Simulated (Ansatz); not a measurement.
**Ta₃PbO (Pm-3m)**

Method: DFT PBE, scalar-relativistic, plane waves, PAW in Ansatz 0.2.0.

Plane waves to 420 eV, a k mesh through Γ of 10×10×10 on the computed 5-atom cell and Gaussian smearing (0.10 eV); no spin polarisation.

The structure is relaxed at this level of theory with its symmetry kept, and needn't be the ground state of this composition.

Space group Pm-3m (No. 221). a = 4.343 Å, b = 4.343 Å, c = 4.343 Å, α = 90.00°, β = 90.00°, γ = 90.00°
```csv
atom,site,symmetry,x,y,z
Ta,3d,4/mm.m,0.5000,0.0000,0.0000
Pb,1b,m-3m,0.5000,0.5000,0.5000
O,1a,m-3m,0.0000,0.0000,0.0000
```

| Property | Result |
| --- | --- |
| Space group | Pm-3m (No. 221) |
| Volume per atom | 110.6 bohr³ |
| Formation energy from the elements' standard states (uncorrected) | -0.239 eV/atom |
| Kohn–Sham band gap | none (metal) |
| Density of states at the Fermi level | 2.6 states/eV per cell |
| Orbital (Löwdin) character within 0.5 eV of the Fermi level | Ta 5d 78 %, Ta 6s 8 %, Pb 6p 7 % |
| Bader charge by site (e) | Ta (3 in the cell) 0.70, Pb (1 in the cell) -0.64, O (1 in the cell) -1.46 |

Spin-orbit coupling is left out, which matters for the bands of heavy elements.

The cell was found from a structure generator's guess, not taken from experiment. Löwdin shares on free-atom orbitals overweight diffuse shells.
